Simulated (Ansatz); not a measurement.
## Computed properties of CdS

CdS:
```yaml
crystal:
  lattice:
    - [0.00000, 2.72673, 2.72673]
    - [2.72673, 0.00000, 2.72673]
    - [2.72673, 2.72673, 0.00000]
  atoms:
    - { symbol: Cd, position: [0.00000, 0.00000, 0.00000] }
    - { symbol: S, position: [0.50000, 0.50000, 0.50000] }
```

Space group Fm-3m (No. 225), rock salt; conventional cell a = b = c = 5.4535 Å, α = β = γ = 90.00°.

Method: DFT-r²SCAN in the program Ansatz with PAW potentials. Geometry: relaxed at this level of theory. Other levels are named where they apply.

**Cell and energy**

```
Item                                                           Value
-----------------------------------------------------  -------------
Volume per atom                                             20.27 Å³
Density                                                   5.92 g/cm³
Formation energy from the elements (no fitted shifts)  -0.73 eV/atom
```

**Electronic structure**

```
Quantity                                                                                                                                         Value
---------------------------------------------------------  -------------------------------------------------------------------------------------------
Band gap                                                                                                                            0.75 eV (indirect)
Valence-band maximum                                       off the standard path, at k = (0.000, 0.135, -0.281) in fractions of the reciprocal vectors
Conduction-band minimum                                                                                                    at X (3 equivalent valleys)
Smallest direct gap on the standard path                                                                                                       2.39 eV
Electron effective mass                                                                                         0.19, 0.19, 0.40 mₑ (principal values)
Electron effective mass with spin–orbit coupling                                                                0.19, 0.19, 0.40 mₑ (principal values)
Hole effective mass with spin–orbit coupling                                                                     0.31, 0.35, 2.4 mₑ (principal values)
HSE06 gap on the r²SCAN cell                                                                                                                   1.23 eV
Gap with spin–orbit coupling                                                                                                                   0.74 eV
Z2 indices of the occupied bands with spin–orbit coupling                                                                                      0;(000)
```

**Mechanics**

```
Property                                                                       Value
--------------------------------------------  --------------------------------------
Bulk modulus (Birch–Murnaghan fit)                                          823 kbar
Pressure derivative B′                                                           4.6
Elastic constants (relaxed ions, GPa)              C11 = 137, C12 = 55.2, C44 = 37.3
Mechanical stability                          stable (all eigenvalues of C positive)
Hill bulk and shear moduli                                         82.4 and 38.7 GPa
Young's modulus                                                              100 GPa
Poisson's ratio                                                                 0.30
Debye temperature from the elastic constants                                   312 K
```

**Dielectric response**

```
Item                                                                    Value
--------------------------------------------------------  -------------------
Electronic dielectric constant ε∞ (DFPT)                                 7.77
Static dielectric constant ε0 (ions relaxed, cell fixed)                 29.0
Born charges (a third of the trace)                       Cd +2.89, S -2.89 e
```

**Phonons**

```
Quantity                                                                  Result
--------------------------------------------------  ----------------------------
Highest zone-centre frequency (without LO–TO term)                     139 cm^-1
Zone-centre stability                                     no imaginary mode at Γ
Dynamical stability on the path                     stable (no imaginary branch)
Zero-point energy                                                  26.3 meV/atom
Vibrational entropy at 300 K                             38.4 J/(K·mol of atoms)
```

**Charges**

```
Property                    Result
-------------  -------------------
Bader charges  Cd +1.03, S -1.03 e
```

This is a known high-pressure phase of the composition, computed here at zero pressure and temperature. Symmetry was held in the r²SCAN relaxation. The references are the lowest solids computed at this level, not always the standard phases. Scalar-relativistic: spin–orbit coupling is off unless named, which matters more the heavier the elements.

Potentials: the later of the program's two PAW sets.
